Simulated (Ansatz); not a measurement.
CoSbS in space group Pmn2_1 (No. 31; Co on 2a, Sb on 2a, S on 2a), the program Ansatz at the PBE level (PAW), all energies at zero smearing, with the estimated change up to a 700 eV cutoff added, with one set of potentials and settings (totals compare only within such a set). Cell of 6 atoms (2 Co, 2 Sb, 2 S): -25027.535 eV.

```
element                                reference phase  E (eV/atom)
-------  ---------------------------------------------  -----------
Co       P6_3/mmc, 2 atoms in the cell, spin-polarised   -5126.1559
Sb                           R-3m, 2 atoms in the cell   -6484.4916
S                           Fddd, 32 atoms in the cell    -902.0599
```

Formation energy per atom, worked out: (-25027.535 − 2×(-5126.1559) − 2×(-6484.4916) − 2×(-902.0599))/6 = -0.353 eV/atom (-34 kJ per mol of atoms), at 0 K, without zero-point energy or fitted corrections.

The workflow started from an entry of the Crystallography Open Database (COD), which files this formula under 2 space groups. Whether it is the stable phase at ambient conditions was not checked. Symmetry was held in the PBE relaxation; its stability against distortions is not shown here. The workflow began spin-polarised and lost its moments. The references are the lowest solids computed at this level, not always the standard phases. Spin–orbit coupling is left out wherever it is not named.

Potentials: the later of the program's two PAW sets.
